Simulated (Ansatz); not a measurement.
Sn₃Te₂Se:
```xyz
6
Lattice="4.3721 0.0000 0.0000 -2.1861 3.7864 0.0000 0.0000 0.0000 10.6525" Properties=species:S:1:pos:R:3 pbc="T T T"
Sn     0.0000     0.0000     5.3262
Sn     0.0000     2.5243     1.6138
Sn     2.1861     1.2621     9.0386
Te     0.0000     2.5243     7.1838
Te     2.1861     1.2621     3.4687
Se     0.0000     0.0000     0.0000
```

Relaxed with PBEsol. The program Ansatz at the PBEsol level (PAW) gives no gap.

Task: What gap does HSE06 give on the same cell (Ansatz, PAW)?

Result: 0.13 eV. The hybrid was solved on a coarser mesh and at special points; its gap is the smallest among all of these. On such a mesh it can open a false gap in a semimetal.

| k | v1 PBEsol | c1 PBEsol | v1 HSE06 | c1 HSE06 |
|---|---|---|---|---|
| Γ | -0.50 | 1.13 | … | … |
| A | 0.00 | 0.29 | 0.00 | 0.13 |
| K | -2.08 | 2.20 | … | … |
| H | -0.83 | 0.63 | … | … |
| M | -1.60 | 1.60 | … | … |
| L | -0.06 | 0.30 | -0.06 | 0.14 |

Task: Top valence (v1) and lowest conduction level (c1) in eV from each method's valence maximum (which need not be a listed point): supply the withheld HSE06 values.

Result: 
- M, v1 HSE06: -2.00
- M, c1 HSE06: 1.69
- Γ, v1 HSE06: -0.74
- Γ, c1 HSE06: 1.18
- H, v1 HSE06: -1.26
- H, c1 HSE06: 0.65
- K, v1 HSE06: -2.54
- K, c1 HSE06: 2.32

Cost on shared cores: the PBEsol run (SCF on a 11×11×4 mesh, then bands and DOS) roughly 90 core-seconds, the HSE06 run (SCF on 4×4×2, then a few points) very roughly 2.4 core-minutes; the tasks are unlike.

Space group P-3m1. The first step of the workflow began from a Materials Project structure, measured or hypothetical; the Crystallography Open Database copy checked does not list it. Whether it is the stable phase at ambient conditions was not checked. Symmetry was held in the PBEsol relaxation; of distortions, only those at the zone centre were tested. Spin–orbit coupling is left out wherever it is not named.

Potentials: the later of the program's two PAW sets.
